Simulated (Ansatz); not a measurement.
# GdIn (Pm-3m): majority and minority states

```
CELL_PARAMETERS angstrom
3.83000 0.00000 0.00000
0.00000 3.83000 0.00000
0.00000 0.00000 3.83000
ATOMIC_POSITIONS crystal
Gd 0.00000 0.00000 0.00000
In 0.50000 0.50000 0.50000
```

Geometry: a structure as deposited in COD; nothing is relaxed.

Functional, mesh and filling: LDA, 10×10×10 k mesh, Fermi–Dirac smearing of 0.03 eV. LAPW is all-electron LAPW in Ansatz 0.2.0. Site moments are integrated in spheres about the atoms. Start moments (μB): Gd1 7. DFT+U (Dudarev's form): U = 6.0 eV on Gd f.

Question: Give the density of states by spin, smoothed by a Gaussian of 0.15 eV.

Answer: 
```json
{"E − E_F (eV)": "-7.00", "majority (states/eV/cell)": "0.15", "minority (states/eV/cell)": "0.13"}
{"E − E_F (eV)": "-6.75", "majority (states/eV/cell)": "0.19", "minority (states/eV/cell)": "0.17"}
{"E − E_F (eV)": "-6.50", "majority (states/eV/cell)": "0.23", "minority (states/eV/cell)": "0.21"}
{"E − E_F (eV)": "-6.25", "majority (states/eV/cell)": "0.29", "minority (states/eV/cell)": "0.26"}
{"E − E_F (eV)": "-6.00", "majority (states/eV/cell)": "0.39", "minority (states/eV/cell)": "0.33"}
{"E − E_F (eV)": "-5.75", "majority (states/eV/cell)": "0.58", "minority (states/eV/cell)": "0.49"}
{"E − E_F (eV)": "-5.50", "majority (states/eV/cell)": "0.73", "minority (states/eV/cell)": "0.72"}
{"E − E_F (eV)": "-5.25", "majority (states/eV/cell)": "0.53", "minority (states/eV/cell)": "0.69"}
{"E − E_F (eV)": "-5.00", "majority (states/eV/cell)": "0.28", "minority (states/eV/cell)": "0.38"}
{"E − E_F (eV)": "-4.75", "majority (states/eV/cell)": "0.16", "minority (states/eV/cell)": "0.20"}
{"E − E_F (eV)": "-4.50", "majority (states/eV/cell)": "0.09", "minority (states/eV/cell)": "0.11"}
{"E − E_F (eV)": "-4.25", "majority (states/eV/cell)": "0.06", "minority (states/eV/cell)": "0.07"}
{"E − E_F (eV)": "-4.00", "majority (states/eV/cell)": "0.05", "minority (states/eV/cell)": "0.04"}
{"E − E_F (eV)": "-3.75", "majority (states/eV/cell)": "0.08", "minority (states/eV/cell)": "0.03"}
{"E − E_F (eV)": "-3.50", "majority (states/eV/cell)": "0.13", "minority (states/eV/cell)": "0.06"}
{"E − E_F (eV)": "-3.25", "majority (states/eV/cell)": "0.19", "minority (states/eV/cell)": "0.12"}
{"E − E_F (eV)": "-3.00", "majority (states/eV/cell)": "0.24", "minority (states/eV/cell)": "0.17"}
{"E − E_F (eV)": "-2.75", "majority (states/eV/cell)": "0.34", "minority (states/eV/cell)": "0.23"}
{"E − E_F (eV)": "-2.50", "majority (states/eV/cell)": "0.60", "minority (states/eV/cell)": "0.31"}
{"E − E_F (eV)": "-2.25", "majority (states/eV/cell)": "0.96", "minority (states/eV/cell)": "0.54"}
{"E − E_F (eV)": "-2.00", "majority (states/eV/cell)": "0.89", "minority (states/eV/cell)": "0.92"}
{"E − E_F (eV)": "-1.75", "majority (states/eV/cell)": "0.61", "minority (states/eV/cell)": "0.94"}
{"E − E_F (eV)": "-1.50", "majority (states/eV/cell)": "0.56", "minority (states/eV/cell)": "0.64"}
{"E − E_F (eV)": "-1.25", "majority (states/eV/cell)": "0.72", "minority (states/eV/cell)": "0.56"}
{"E − E_F (eV)": "-1.00", "majority (states/eV/cell)": "0.86", "minority (states/eV/cell)": "0.64"}
{"E − E_F (eV)": "-0.75", "majority (states/eV/cell)": "0.94", "minority (states/eV/cell)": "0.69"}
{"E − E_F (eV)": "-0.50", "majority (states/eV/cell)": "0.70", "minority (states/eV/cell)": "0.68"}
{"E − E_F (eV)": "-0.25", "majority (states/eV/cell)": "0.43", "minority (states/eV/cell)": "0.69"}
{"E − E_F (eV)": "0.00", "majority (states/eV/cell)": "0.74", "minority (states/eV/cell)": "0.64"}
{"E − E_F (eV)": "0.25", "majority (states/eV/cell)": "1.58", "minority (states/eV/cell)": "0.54"}
{"E − E_F (eV)": "0.50", "majority (states/eV/cell)": "1.37", "minority (states/eV/cell)": "0.63"}
{"E − E_F (eV)": "0.75", "majority (states/eV/cell)": "1.11", "minority (states/eV/cell)": "1.30"}
{"E − E_F (eV)": "1.00", "majority (states/eV/cell)": "1.04", "minority (states/eV/cell)": "1.66"}
{"E − E_F (eV)": "1.25", "majority (states/eV/cell)": "0.92", "minority (states/eV/cell)": "1.31"}
{"E − E_F (eV)": "1.50", "majority (states/eV/cell)": "0.82", "minority (states/eV/cell)": "1.33"}
{"E − E_F (eV)": "1.75", "majority (states/eV/cell)": "1.00", "minority (states/eV/cell)": "0.95"}
{"E − E_F (eV)": "2.00", "majority (states/eV/cell)": "1.16", "minority (states/eV/cell)": "1.50"}
{"E − E_F (eV)": "2.25", "majority (states/eV/cell)": "0.86", "minority (states/eV/cell)": "7.39"}
{"E − E_F (eV)": "2.50", "majority (states/eV/cell)": "0.82", "minority (states/eV/cell)": "14.44"}
{"E − E_F (eV)": "2.75", "majority (states/eV/cell)": "0.74", "minority (states/eV/cell)": "5.57"}
{"E − E_F (eV)": "3.00", "majority (states/eV/cell)": "0.61", "minority (states/eV/cell)": "1.63"}
{"E − E_F (eV)": "3.25", "majority (states/eV/cell)": "0.56", "minority (states/eV/cell)": "1.03"}
{"E − E_F (eV)": "3.50", "majority (states/eV/cell)": "0.69", "minority (states/eV/cell)": "0.93"}
{"E − E_F (eV)": "3.75", "majority (states/eV/cell)": "0.97", "minority (states/eV/cell)": "0.69"}
{"E − E_F (eV)": "4.00", "majority (states/eV/cell)": "0.95", "minority (states/eV/cell)": "0.62"}
{"E − E_F (eV)": "4.25", "majority (states/eV/cell)": "1.04", "minority (states/eV/cell)": "0.59"}
{"E − E_F (eV)": "4.50", "majority (states/eV/cell)": "1.10", "minority (states/eV/cell)": "0.74"}
```
Site moments (μB): Gd1 7.22, In2 -0.04. Cell moment 7.24 μB.

Löwdin populations of d and f shells (filled inner shells left out):

```
 shell    up  down
Gd1 5d  1.27  0.96
Gd1 4f  7.00  0.01
```

Further occupied bands lie below the window, the nearest with its top at -8.6 eV.

Spin–orbit coupling is left out although heavy atoms are present. With open f shells a run can end in a state that isn't the lowest. None of this fixes the real material's magnetic order: only patterns that fit the cell were computed, at zero temperature, with a functional that can overstate moments.
